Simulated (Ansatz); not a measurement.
Ge:
```yaml
crystal:
  lattice:
    - [0.00000, 2.83584, 2.83584]
    - [2.83584, 0.00000, 2.83584]
    - [2.83584, 2.83584, 0.00000]
  atoms:
    - { symbol: Ge, position: [0.50000, 0.50000, 0.50000] }
    - { symbol: Ge, position: [0.75000, 0.75000, 0.75000] }
```

Relaxed with r²SCAN. Special points in fractions of this cell's reciprocal vectors: Γ (0.000, 0.000, 0.000); X (0.500, 0.000, 0.500); U (0.625, 0.250, 0.625); K (0.375, 0.375, 0.750); L (0.500, 0.500, 0.500); W (0.500, 0.250, 0.750).

Task: List the band energies nearest the valence-band maximum at these points for plane-wave PAW r²SCAN (Ansatz code).

Result: In eV from the valence-band maximum; about four levels below and three above (degenerate sets whole), none deeper than 8.9 eV; points with the same levels are listed once.

```json
[
 {"k": "Γ", "below": "0.00 0.00 0.00", "above": "0.37 2.72 2.72 2.72"},
 {"k": "X", "below": "-3.20 -3.20", "above": "0.99 0.99 10.06 10.06"},
 {"k": "U", "below": "-8.56 -4.46 -2.74", "above": "1.41 4.42 7.69"},
 {"k": "L", "below": "-7.82 -1.47 -1.47", "above": "0.44 4.00 4.00"},
 {"k": "W", "below": "-4.02 -4.02", "above": "4.67 4.67 5.06 5.06"}
]
```

Space group Fd-3m (diamond). The cell was relaxed with r²SCAN under the symmetry of its start. Scalar-relativistic: spin–orbit coupling is off unless named, which matters more the heavier the elements.

Potentials: the earlier of the program's two PAW sets.
